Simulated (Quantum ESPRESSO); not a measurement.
```cif
data_H3CaCs
_chemical_formula_sum 'H3 Ca1 Cs1'
_space_group_name_H-M_alt 'Pm-3m'
_space_group_IT_number 221
_space_group_name_Hall '-P 4 2 3'
_cell_length_a 4.62119
_cell_length_b 4.62119
_cell_length_c 4.62119
_cell_angle_alpha 90.000
_cell_angle_beta 90.000
_cell_angle_gamma 90.000
loop_
_atom_site_label
_atom_site_type_symbol
_atom_site_symmetry_multiplicity
_atom_site_Wyckoff_symbol
_atom_site_fract_x
_atom_site_fract_y
_atom_site_fract_z
_atom_site_occupancy
H1 H 3 c 0.00000 0.50000 0.50000 1
Ca1 Ca 1 b 0.50000 0.50000 0.50000 1
Cs1 Cs 1 a 0.00000 0.00000 0.00000 1
```

The geometry is that of Materials Project entry mp-644203, symmetrised and not relaxed again.

What does PBEsol (pw.x of Quantum ESPRESSO, ONCV potentials, with spin-orbit coupling) give for the electronic structure near the Fermi level?

The PBEsol gap is direct, 2.90 eV at M. The cell is held in this high symmetry; tilts and polar distortions were not searched.

The structure is a Materials Project entry; no match was found in the copy of COD used, and its stability was not checked.
